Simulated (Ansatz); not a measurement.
Starting cell, GaIr (CsCl type):

```xyz
4
Lattice="5.9968 0.0000 0.0000 2.9984 2.9984 0.0000 0.0000 0.0000 2.9984" Properties=species:S:1:pos:R:3 pbc="T T T"
Ga     0.0000     0.0000     0.0000
Ga     2.9984     0.0000     0.0000
Ir     7.4960     1.4992     1.4992
Ir     4.4976     1.4992     1.4992
```

A phonon eigenvector at M = (0.5, 0.5, 0.0) is frozen into this cell: atom i moves by Q times the vector below, so Q is the largest atomic displacement, in Å. The cell is held. (q is in reciprocal vectors of the primitive cell; the cell shown is doubled to hold the pattern.)

```json
[
 {"atom": "Ga1", "x": "0.000", "y": "0.000", "z": "-1.000"},
 {"atom": "Ga2", "x": "0.000", "y": "0.000", "z": "1.000"}
]
```

Atoms not listed stay in place.

The numbers are results of LDA (plane waves to 420 eV, PAW, scalar-relativistic; Ansatz, a first-principles code), not measurements. k mesh 15×15×15 (Γ-centred), Fermi-Dirac smearing 0.05 eV. Energies are smeared free energies. With partly filled bands, energies and forces of such displacements shift with the k mesh and the smearing. GaIr is run without spin polarisation. GaIr was relaxed with its symmetry unable to fall. Spin-orbit coupling is left out, though Ir is heavy. The zero of ΔE is the undisplaced structure.

```tsv
Q (Å)	ΔE (eV/cell)
-0.180	0.193
-0.120	0.085
-0.060	0.021
0.000	0.000
0.060	0.021
0.120	0.085
0.180	0.193
```

### Question
Which DFPT wavenumber at M = (0.5, 0.5, 0.0) belongs to this mode?
A. 102 cm⁻¹
B. 152 cm⁻¹
C. 233 cm⁻¹

### Answer
B, 152 cm⁻¹. The curvature of the scan gives 152 cm⁻¹

(A displaced cell: forces are minus the slopes of the energy, force constants its curvatures, and phonons follow from these.)
